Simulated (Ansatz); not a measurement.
# Rh (fcc type) under strong compression

```
CELL_PARAMETERS angstrom
0.00000 1.91499 1.91499
1.91499 0.00000 1.91499
1.91499 1.91499 0.00000
ATOMIC_POSITIONS crystal
Rh 0.00000 0.00000 0.00000
```

The base cell comes from a relaxation on PAW files under the same functional.

Its volume is scaled at fixed shape and fractional positions.

All numbers are PBE results (scalar-relativistic) from Ansatz 0.2.0, with a Γ-centred 17×17×17 k mesh, Fermi–Dirac smearing of 0.05 eV, no spin polarisation. Methods: LAPW: all electrons, basis error target 1 meV/atom; PAW: frozen-core files, cutoff 420 eV; crystal datasets: all electrons, by PAW datasets that the program makes for each cell; norm-conserving: pseudopotentials, cutoff 1197 eV; PAW (partial waves polarizable): frozen-core files, cutoff 420 eV.

Energies are extrapolated to zero smearing and count from the unscaled cell; pressure is positive in compression; gaps take the mesh and a band path. No temperature or zero-point motion is included.

The structure type is held throughout; the real material can change phase at far lower pressure.

```
V/V0  V (Å³/atom)  P LAPW (GPa)  ΔE LAPW (eV/atom)  P PAW − LAPW (GPa)  ΔE PAW − LAPW (meV/atom)
1.00        14.05         -0.04              0.000                0.03                       0.0
0.95        13.34         15.01              0.031                0.04                       0.2
0.85        11.94          63.2              0.351                0.06                       0.6
0.75        10.53         152.7              1.256                0.08                       1.3
0.65         9.13             ?                  ?                   ?                         ?
0.55         7.72         663.2              7.406               -0.78                      -1.3
0.45         6.32          1394             15.992               -5.40                     -22.4
0.40         5.62          2069             23.473              -14.29                     -62.3
```

**Question.** Fit the Vinet equation to the LAPW pressures shown (residuals weighted by 1/(|P| + 0.03·Pmax)), and predict the pressure of the withheld row.

**Answer.** The fit gives V0 = 14.05 Å³/atom, B0 = 251 GPa and B0′ = 5.38. At 9.13 Å³/atom, x = (V/V0)^(1/3) = 0.8661, and P = 3·B0·(1 − x)/x²·exp[1.5·(B0′ − 1)·(1 − x)] = 324.3 GPa. The run itself gave 323.1 GPa (+0.4 % off) and ΔE = 3.259 eV/atom.

**Question.** At the smallest volume, how far do crystal datasets and norm-conserving and PAW (partial waves polarizable) lie from LAPW in pressure?

**Answer.** crystal datasets: 0.00 GPa; norm-conserving: +10.84 GPa; PAW (partial waves polarizable): -14.30 GPa, on a LAPW pressure of 2069 GPa.

**Question.** How do the Löwdin populations by LAPW change from the unscaled cell to the last row?

**Answer.** Rh 4s 1.97 → 1.87, Rh 5s 0.81 → 0.58, Rh 4d 8.13 → 8.47 electrons an atom. These are projections on the shells that the free atoms fill; 0.09 e a cell lies outside them at the start and 0.11 e at the end.
